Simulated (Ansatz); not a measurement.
The relaxed structure here is a generated cell of Cd: the first start was made by placing the elements on the sites of a structure type, and the end was not matched to a known phase here, so it may be hypothetical. Known forms of Cd include space group No. 194.

A relaxed cell of Cd (Im-3m (No. 229)), relaxed on a k-mesh at least as fine as the one used below. Level of theory: r2SCAN (plane waves to 500 eV, PAW, scalar-relativistic; Ansatz, a quantum-chemistry and plane-wave program). Γ-centred k-mesh 7×13×13 on the run's cell (coarser than for final values), Fermi–Dirac smearing 0.05 eV.

```
CELL_PARAMETERS angstrom
     -3.53489     3.53489     3.53489
      1.76744    -1.76744     1.76744
      1.76744     1.76744    -1.76744
ATOMIC_POSITIONS crystal
  Cd 0.00000 0.00000 0.00000
  Cd 0.50000 0.00000 0.00000
```

The atoms are displaced by (Å):

```json
[
 {"atom": "Cd1", "ux": "-0.050", "uy": "0.024", "uz": "0.016"},
 {"atom": "Cd2", "ux": "-0.022", "uy": "-0.003", "uz": "-0.071"}
]
```

Problem. What forces (eV/Å) and pressure result?

Solution. 
```json
[
 {"atom": "Cd1", "Fx": "0.02", "Fy": "-0.19", "Fz": "-0.16"},
 {"atom": "Cd2", "Fx": "-0.02", "Fy": "0.19", "Fz": "0.16"}
]
```

Pressure +0.2 GPa.

The undisplaced cell is probably no minimum: from this displacement the run went on to P6₃/mmc (No. 194), 0.09 eV/atom below it.

No spin polarisation in the result.
